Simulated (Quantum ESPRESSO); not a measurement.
# Electric field gradients in ZrO$_{2}$

```
CELL_PARAMETERS angstrom
      5.15399     0.00000     0.00000
      0.00000     5.22811     0.00000
     -0.87386     0.00000     5.25757
ATOMIC_POSITIONS crystal
  Zr 0.72369 0.95785 0.79040
  Zr 0.27631 0.04215 0.20960
  Zr 0.27631 0.45785 0.70960
  Zr 0.72369 0.54215 0.29040
  O  0.06921 0.16629 0.84383
  O  0.93079 0.83371 0.15617
  O  0.93079 0.66629 0.65617
  O  0.06921 0.33371 0.34383
  O  0.55070 0.25742 0.02140
  O  0.44930 0.74258 0.97860
  O  0.44930 0.75742 0.47860
  O  0.55070 0.24258 0.52140
```
The cell comes from the Materials Project (a computed structure). It is ZrO2 in P2₁/c. Stability against distortions was not tested. The run has no spin polarisation.

Principal values are ordered |Vxx| ≤ |Vyy| ≤ |Vzz|, η = (Vxx − Vyy)/Vzz, and C_Q = eQVzz/h is given by its size. Cores are frozen. Against all-electron runs on small test molecules, this scheme's |Vzz| missed by −2 to +6 % on O. Zr had no test against all-electron runs. The structure is static (0 K, no zero-point motion).

Quadrupole moments taken as inputs (sizes, barn, from the tables of PySCF and pymatgen): ⁹¹Zr 0.176, ¹⁷O 0.0256.

### Question
What do the calculations give at each independent site (field gradients by PBE PAW (JTH datasets; density from pw.x of a modified build of Quantum ESPRESSO, gradients reconstructed from it by a script), 22.5 Ha, k-mesh 5×5×4 through Γ)?

### Answer
```csv
site,site symmetry,Vzz (10²¹ V/m²),η_Q,∣C_Q∣ (MHz)
"Zr (atoms 1, 2, 3, 4)",1,5.45,0.06,23.2 (⁹¹Zr)
"O1 (atoms 5, 6, 7, 8)",1,1.02,0.59,0.63 (¹⁷O)
"O2 (atoms 9, 10, 11, 12)",1,1.14,0.67,0.70 (¹⁷O)
```
